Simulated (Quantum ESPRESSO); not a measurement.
# Band energies of K₂NaScF₆

```
CELL_PARAMETERS angstrom
      0.00000     4.30485     4.30485
      4.30485     0.00000     4.30485
      4.30485     4.30485     0.00000
ATOMIC_POSITIONS crystal
  F  0.23583 0.23583 0.76417
  F  0.76417 0.76417 0.23583
  F  0.76417 0.23583 0.23583
  F  0.23583 0.76417 0.76417
  F  0.23583 0.76417 0.23583
  F  0.76417 0.23583 0.76417
  Na 0.50000 0.50000 0.50000
  K  0.25000 0.25000 0.25000
  K  0.75000 0.75000 0.75000
  Sc 0.00000 0.00000 0.00000
```

PBEsol (Quantum ESPRESSO, PseudoDojo norm-conserving, 88 Ry, scalar-relativistic); path ΓXWKΓLUWLK,UX; energies in eV from the valence-band maximum.

```
k (1/Å)  point  band 36  band 37  band 38  band 39  band 40  band 41  band 42  band 43
-------  -----  -------  -------  -------  -------  -------  -------  -------  -------
0.00         Γ    -0.26    -0.26     0.00     0.00     0.00     6.65     7.03     7.03
0.24              -0.30    -0.30    -0.08    -0.08     0.00     7.03     7.04     7.06
0.49              -0.36    -0.36    -0.27    -0.27    -0.01     7.06     7.12     7.12
0.73         X    -0.42    -0.42    -0.36    -0.36    -0.01     7.07     7.15     7.15
0.73         W    -0.51    -0.49    -0.42    -0.16    -0.16     7.11     7.11     7.15
0.99         K    -0.54    -0.35    -0.34    -0.30    -0.08     7.09     7.14     7.14
1.18              -0.51    -0.33    -0.24    -0.18    -0.17     7.10     7.11     7.12
1.37              -0.37    -0.31    -0.16    -0.13    -0.08     7.07     7.08     7.08
1.57              -0.29    -0.28    -0.05    -0.04    -0.02     6.89     7.04     7.04
1.76         Γ    -0.26    -0.26     0.00     0.00     0.00     6.65     7.03     7.03
1.92              -0.27    -0.27    -0.03    -0.03    -0.02     6.81     7.04     7.04
2.08              -0.30    -0.30    -0.10    -0.10    -0.06     7.05     7.06     7.06
2.24              -0.32    -0.32    -0.18    -0.18    -0.11     7.08     7.09     7.09
2.39         L    -0.32    -0.32    -0.22    -0.22    -0.14     7.09     7.10     7.10
2.62              -0.43    -0.34    -0.26    -0.21    -0.14     7.09     7.11     7.12
2.84         U    -0.54    -0.35    -0.34    -0.30    -0.08     7.09     7.14     7.14
2.84         W    -0.51    -0.49    -0.42    -0.16    -0.16     7.11     7.11     7.15
2.97              -0.47    -0.43    -0.37    -0.17    -0.16     7.11     7.11     7.14
3.10              -0.41    -0.37    -0.29    -0.18    -0.16     7.10     7.10     7.12
3.23              -0.35    -0.34    -0.24    -0.21    -0.15     7.09     7.10     7.10
3.36         L    -0.32    -0.32    -0.22    -0.22    -0.14     7.09     7.10     7.10
3.47              -0.35    -0.33    -0.23    -0.21    -0.15     7.09     7.10     7.10
3.58              -0.43    -0.34    -0.26    -0.21    -0.14     7.09     7.11     7.12
3.69              -0.55    -0.35    -0.30    -0.25    -0.12     7.09     7.13     7.13
3.80         K    -0.54    -0.35    -0.34    -0.30    -0.08     7.09     7.14     7.14
3.80         U    -0.54    -0.35    -0.34    -0.30    -0.08     7.09     7.14     7.14
4.06         X    -0.42    -0.42    -0.36    -0.36    -0.01     7.07     7.15     7.15
```

The PBEsol gap is direct, 6.65 eV at Γ. Another valence extremum on the path lies within 0.02 eV, too close to call.

Geometry of the Materials Project entry, not relaxed at this level.
